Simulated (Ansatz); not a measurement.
CuO (NiAs type, space group No. 194) at seven volumes, DFT-PBE in the program Ansatz with PAW potentials, shape and atoms relaxed at each. One row is withheld.

```tsv
V (Å³/atom)	P (GPa)
8.821	19.88
9.112	12.12
9.403	5.56
9.694	0.00
9.984	?
10.275	-8.68
10.566	-12.02
```

Question: Fit the shown pressures and predict the withheld one.

Answer: P = (3/2)B₀(x^(7/2) − x^(5/2))[1 + (3/4)(B′ − 4)(x − 1)] with x = (V₀/V)^(2/3). Least squares on the six rows gives V₀ = 9.694 Å³/atom, B₀ = 170 GPa, B′ = 4.55. At V = 9.984, x = 0.9805 and P = -4.69 GPa. The run itself gave -4.71 GPa.

Space group P6_3/mmc (NiAs type). A made-up cell: these elements were put on the sites of a structure type; neither database checked (COD, Materials Project) lists it. It is not the phase usual at ambient conditions (space group No. 15). The cell was relaxed with PBE under the symmetry of its start; whether a distortion lowers the energy is not shown. No spin polarisation was allowed. No Hubbard U is applied.

Potentials: the later of the program's two PAW sets.
